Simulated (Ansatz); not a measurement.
Relaxed-ion elastic tensor of NaH4IO2 in space group P-1 (No. 2; Pearson symbol aP16) in GPa (Voigt order), LDA in the plane-wave PAW code Ansatz; density 2.81 g/cm³, 13.74 Å³ per atom.

```
      1     2     3     4     5     6
-  ----  ----  ----  ----  ----  ----
1  27.1  15.2  17.8  -0.1   0.7   1.1
2  15.2  26.0  15.5   0.9   1.0  -1.1
3  17.8  15.5  27.3   1.9  -0.5   1.6
4  -0.1   0.9   1.9   6.5  -0.5   0.4
5   0.7   1.0  -0.5  -0.5   8.4  -2.5
6   1.1  -1.1   1.6   0.4  -2.5   9.7
```

Q: Is the crystal mechanically stable?

A: Yes: the smallest eigenvalue of C is 5.9 GPa.

Q: Work out the Voigt, Reuss and Hill averages.

A: K_V = 19.7, K_R = 19.4, K_H = 19.6; G_V = 7.1, G_R = 6.2, G_H = 6.6 GPa.

Q: Give Young's modulus, Poisson's ratio, Pugh's ratio and the universal anisotropy index.

A: E = 9KG/(3K + G) = 17.9 GPa; ν = 0.35; K/G = 2.94 (ductile by the Pugh limit of 1.75); A_U = 5G_V/G_R + K_V/K_R − 6 = 0.66.

Q: Estimate the sound speeds and the Debye temperature.

A: v_l = √((K + 4G/3)/ρ) = 3180 m/s, v_t = √(G/ρ) = 1540 m/s, mean 1730 m/s; Θ = (h/k)(3n/4πV)^(1/3) v_m = 215 K.

Q: Solve the Christoffel equation for the three sound speeds along x, y, z.

A: Eigenvalues of C_ijkl n_j n_l equal ρv². In km/s, slowest first: x 1.51, 2.03, 3.11; y 1.51, 1.86, 3.05; z 1.49, 1.74, 3.13.

Q: How much does each axis shrink under pressure?

A: Linear compressibilities β_i = Σ_j S_ij (j = 1 to 3): x 15, y 20, z 15 per TPa.

The workflow started from a Materials Project entry (that database holds measured and hypothetical structures alike); the Crystallography Open Database files this formula in space group No. 2, but the cells were not matched. Its standing as an ambient phase is unchecked. The cell was relaxed with LDA under the symmetry of its start; of distortions, only those at the zone centre were tested. A crystal of weakly bound layers computed without a dispersion correction: the cell and the soft elastic constants depend strongly on that. Spin–orbit coupling is left out wherever it is not named.

Potentials: the later of the program's two PAW sets.
